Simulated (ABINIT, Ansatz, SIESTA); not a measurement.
Ge2Sb2Te5: programs and potentials compared

```
Te Sb Ge
1.0
     6.83914   -3.06601    0.00000
     6.83914    3.06601    0.00000
    -6.83098    0.00000    6.84761
Te Sb Ge
5 2 2
Direct
  0.59815 0.58688 0.37946
  0.79638 0.79580 0.19890
  0.00833 0.01067 0.01025
  0.21042 0.21575 0.82057
  0.39825 0.40193 0.59877
  0.90679 0.90658 0.59342
  0.11416 0.11323 0.42488
  0.28948 0.28440 0.19509
  0.50120 0.50043 0.00824
```

The cell comes from a database or a generator and needn't be the stable form of this composition.

Atoms were shifted at random by some hundredths of an Å from the given cell, which wasn't relaxed again for these runs.

Alike in all runs: task single point; functional PBE; k mesh 5 × 5 × 4; occupations fermi-dirac, width 0.05 eV; no spin polarisation; no spin-orbit coupling. Pressure is positive in compression and, in plane waves, holds the error of the finite cutoff, which Ansatz's Pulay term estimates and takes out.

| program and potentials | plane-wave cutoff (eV) | notes | pressure (GPa) | largest force (eV/Å) | energy over the undisturbed cell (meV/atom) |
| --- | --- | --- | --- | --- | --- |
| Ansatz, Ansatz PAW | 420 | 15.33 valence electrons an atom on average; Pulay term of +0.03 GPa included | -0.06 | 0.226 | 2.53 |
| ABINIT, JTH PAW PBE v2.0 | 599 | 9.78 valence electrons an atom on average | -0.15 | 0.231 | - |
| SIESTA, files PseudoDojo sr-pbe-0.4.1-standard, DZP (energy shift 0.003 Ry; two zetas on semicore shells) | - | atomic basis; 15.33 valence electrons an atom on average | 1.01 | 0.381 | 3.08 |

Force on atom 4 (Te), eV/Å:

```
                                                                                   program and potentials       x      y       z
                                                                                       Ansatz, Ansatz PAW  -0.025  0.004  -0.224
                                                                                 ABINIT, JTH PAW PBE v2.0  -0.026  0.004  -0.229
SIESTA, files PseudoDojo sr-pbe-0.4.1-standard, DZP (energy shift 0.003 Ry; two zetas on semicore shells)  -0.022  0.010  -0.197
```

The pressure spans -0.15 (ABINIT, JTH PAW PBE v2.0) to 1.01 GPa (SIESTA, files PseudoDojo sr-pbe-0.4.1-standard, DZP (energy shift 0.003 Ry; two zetas on semicore shells)). Rows in atomic bases carry the error of their basis and grid, which can be large.

The functional is the same throughout but for its coding, so the spread measures potentials, basis and numerics; runs on potential files found faulty are left out.
